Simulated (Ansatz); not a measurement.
Relaxed-ion elastic tensor of TiNb in space group Cmmm (No. 65; Ti on 2c, Nb on 2a) in GPa (Voigt order), plane-wave PAW r²SCAN (Ansatz code); density 6.68 g/cm³, 17.50 Å³ per atom.

```
 186   123   115   0.0   0.0   0.0
 123   208   114   0.0   0.0   0.0
 115   114   184   0.0   0.0   0.0
 0.0   0.0   0.0  35.8   0.0   0.0
 0.0   0.0   0.0   0.0  32.0   0.0
 0.0   0.0   0.0   0.0   0.0  49.4
```

Question: Is the crystal mechanically stable?

Answer: Yes: the smallest eigenvalue of C is 32.0 GPa.

Question: Work out the Voigt, Reuss and Hill averages.

Answer: K_V = 142, K_R = 142, K_H = 142; G_V = 38.5, G_R = 37.5, G_H = 38.0 GPa.

Question: Give Young's modulus, Poisson's ratio, Pugh's ratio and the universal anisotropy index.

Answer: E = 9KG/(3K + G) = 105 GPa; ν = 0.38; K/G = 3.74 (ductile by the Pugh limit of 1.75); A_U = 5G_V/G_R + K_V/K_R − 6 = 0.13.

Question: Estimate the sound speeds and the Debye temperature.

Answer: v_l = √((K + 4G/3)/ρ) = 5370 m/s, v_t = √(G/ρ) = 2390 m/s, mean 2690 m/s; Θ = (h/k)(3n/4πV)^(1/3) v_m = 309 K.

Question: How much does each axis shrink under pressure?

Answer: Linear compressibilities β_i = Σ_j S_ij (j = 1 to 3): x 2.5, y 1.8, z 2.7 per TPa.

The first step of the workflow began from a Materials Project structure, measured or hypothetical; the Crystallography Open Database copy checked does not list it. With Ti and Nb taken as one species the cell has the higher symmetry Im-3m, so it may be an ordered model of a mixed-site phase. Its standing as an ambient phase is unchecked. Symmetry was held in the r²SCAN relaxation; whether a distortion lowers the energy is not shown. No spin polarisation was allowed. As this level gives no gap, shear constants depend on the k-mesh and smearing (Fermi–Dirac, 0.1 eV here). On the denser mesh and wider smearing of the elastic run this cell carries a stress of 0.4 GPa.

Potentials: the later of the program's two PAW sets.
